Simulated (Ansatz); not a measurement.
Relaxed PbS (rock salt):

```xyz
2
Lattice="0.0000 2.9872 2.9872 2.9872 0.0000 2.9872 2.9872 2.9872 0.0000" Properties=species:S:1:pos:R:3 pbc="T T T"
S      0.0000     0.0000     0.0000
Pb     2.9872     2.9872     2.9872
```

In this cell atom 2 (Pb, nearest neighbour S at 2.987 Å; its periodic images, 4.2 Å or more away, move with it) is moved by u·(0.707, 0.707, 0.000) + v·(0.000, 0.000, 1.000); the rest is frozen.

Method: r2SCAN (plane waves to 500 eV, PAW, scalar-relativistic; Ansatz, an electronic-structure program). k mesh 8×8×8 (Γ-centred), Fermi-Dirac smearing 0.05 eV. Stress and pressure are positive under compression. PbS was relaxed with its symmetry unable to fall. Spin-orbit coupling is left out, though Pb is heavy.

Changes of P (GPa) from the point u = 0.000 Å, v = 0.000 Å when one coordinate moves alone (two changes are said to add if the coupling is within 5 % of the smaller one, nearly so within 20 %):

```
point                      change
-------------------------  ------
u = 0.000 Å, v = -0.450 Å   3.490
u = 0.000 Å, v = -0.225 Å   0.768
u = -0.450 Å, v = 0.000 Å   3.080
u = -0.225 Å, v = 0.000 Å   0.751
u = 0.225 Å, v = 0.000 Å    0.751
u = 0.450 Å, v = 0.000 Å    3.080
u = 0.000 Å, v = 0.225 Å    0.768
u = 0.000 Å, v = 0.450 Å    3.490
```

Do the two effects add at u = 0.450 Å, v = -0.450 Å? Give the computed change.

The sum of the single changes is 3.080 + (3.490) = 6.570; the calculation gives 5.884, so the coupling contributes -0.686 (over 20 % of the smaller single change, not additive).

What is the change at u = -0.225 Å, v = -0.225 Å, where both move, and how far is it from the sum?

The sum of the single changes is 0.751 + (0.768) = 1.519; the calculation gives 1.497, so they add (within 5 % of the smaller single change).

Do the two effects add at u = -0.225 Å, v = -0.450 Å? Give the computed change.

The sum of the single changes is 0.751 + (3.490) = 4.241; the calculation gives 4.084, so the coupling contributes -0.157 (over 20 % of the smaller single change, not additive).

(A displaced cell: forces are minus the slopes of the energy, force constants its curvatures, and phonons follow from these.)
